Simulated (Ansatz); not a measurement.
C:
Space group P6/mmm (No. 191); a = 2.4588 Å, b = 2.4588 Å, c = 4.0893 Å, α = 90.00°, β = 90.00°, γ = 120.00°

| atom | site | symmetry | x | y | z |
|---|---|---|---|---|---|
| C | 2c | -6m2 | 0.3333 | 0.6667 | 0.0000 |

Relaxed at zero pressure with DFT-PBEsol in the program Ansatz with PAW potentials.

**Question.** The volume is raised by 6 % and shape and atoms relax at that volume. What pressure results, and how do the axes share the change?

**Answer.** -0.1 GPa; a 0.0 %, b 0.0 %, c 6.0 %; the energy rises by 0 meV/atom.

**Question.** Give the new structure.

**Answer.** 
Space group P6/mmm (No. 191); a = 2.459 Å, b = 2.459 Å, c = 4.334 Å, α = 90.00°, β = 90.00°, γ = 120.00°

```
atom  site  symmetry       x       y       z
----  ----  --------  ------  ------  ------
C       2c      -6m2  0.3333  0.6667  0.0000
```

The phase is kept; no other phase was compared at this pressure.

The workflow started from a Materials Project entry (that database holds measured and hypothetical structures alike); the Crystallography Open Database copy checked does not list it. It is not the phase usual at ambient conditions (space group No. 194, 227). The cell was relaxed with PBEsol under the symmetry of its start; whether a distortion lowers the energy is not shown. A crystal of weakly bound layers computed without a dispersion correction: the cell and the soft elastic constants depend strongly on that.

Potentials: the later of the program's two PAW sets.
